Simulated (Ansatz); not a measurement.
**Structure relaxation, SnO**

The start is a relaxed SnO cell displaced along its unstable phonon at q = (½, 0, 0) of its primitive reciprocal cell (52i cm⁻¹), largest move 0.15 Å. The structure is fully relaxed (lattice and positions, P = 0) with PBEsol (plane waves to 420 eV, PAW, scalar-relativistic; Ansatz, a quantum-chemistry and plane-wave program). First-step values are on the input's coarse k-mesh.

Ansatz input (later rounds restart from its end on a renewed k-mesh):
Ansatz 0.2 input:
```yaml
crystal:
  lattice:
    - [6.3997862016, 0, 0]
    - [0, 3.1998931008, 0]
    - [0, 0, 6.2763280573]
  atoms:
    - { symbol: Sn, position: [0, 0.5, 0] }
    - { symbol: Sn, position: [0.5, 0.5, 0] }
    - { symbol: Sn, position: [0.25, -0.046876566, 0.5] }
    - { symbol: Sn, position: [0.75, 0.046876566, 0.5] }
    - { symbol: O, position: [0, 0, 0.25] }
    - { symbol: O, position: [0.5, 0, 0.25] }
    - { symbol: O, position: [0, 0, 0.75] }
    - { symbol: O, position: [0.5, 0, 0.75] }
basis: { ecutwfc: 420, ecutrho_ratio: 4, xc_grid: 2, fft_grid_basis: typed }
kpoints: { mp_grid: { grid: [4, 7, 4] } }
hamiltonian:
  xc: pbesol
  dispersion: none
  pseudopotentials: { azcp: { folder: ./paw }, kind: paw }
scf: { occupations: { method: fermi_dirac, width: 0.05 } }
relax: { f_tol: 0.01, max_steps: 100, cell: { stress_tol: 0.02 } }
output: { forces: true, stress: true }
```

* **Largest initial force**: about 0.1 eV/Å, on Sn3, Sn4 (atoms numbered as listed)
* **Energy released**: 0.05 eV/atom
* **Volume change**: -3.3 %, from 16.07 to 15.53 Å³/atom
* **Relative to the parent**: It does not go back: it reaches Pmma (No. 51), 0.06 eV/atom below the parent
* **Shortest distances (start → end)**: The closest pairs of elements (up to four, under 3.6 Å), start → end: O–Sn 2.24 → 2.23 Å; O–O 3.14 → 2.92 Å; Sn–Sn 3.20 → 3.00 Å
* **Band gap at the end**: zero (metallic)
* **Optimiser moves**: 16

The end point of the relaxation:

```cif
data_O4Sn4
_chemical_formula_sum 'Sn4 O4'
_space_group_name_H-M_alt 'Pmma'
_space_group_IT_number 51
_space_group_name_Hall '-P 2a 2a'
_cell_length_a 6.00919
_cell_length_b 5.89111
_cell_length_c 3.50997
_cell_angle_alpha 90.000
_cell_angle_beta 90.000
_cell_angle_gamma 90.000
loop_
_space_group_symop_operation_xyz
  'x, y, z'
  '-x, -y, -z'
  '-x+1/2, -y, z'
  'x+1/2, y, -z'
  'x+1/2, -y, -z'
  '-x+1/2, y, z'
  '-x, y, -z'
  'x, -y, z'
loop_
_atom_site_label
_atom_site_type_symbol
_atom_site_symmetry_multiplicity
_atom_site_Wyckoff_symbol
_atom_site_fract_x
_atom_site_fract_y
_atom_site_fract_z
_atom_site_occupancy
Sn1 Sn 2 c 0.00000 0.00000 0.50000 1
Sn2 Sn 2 f 0.25000 0.50000 0.21747 1
O1 O 4 g 0.00000 0.25252 0.00000 1
```

Final values are on a 8×8×13 k-mesh of the relaxed cell. No spin polarisation in the result.

The run could not lose the symmetry of its start: the end is stationary, and may be a saddle point rather than a minimum.

The relaxed structure here is a generated cell of SnO: the first start was made by placing the elements on the sites of a structure type, and the end was not matched to a known phase here, so it may be hypothetical. Known forms of SnO include space group No. 129.
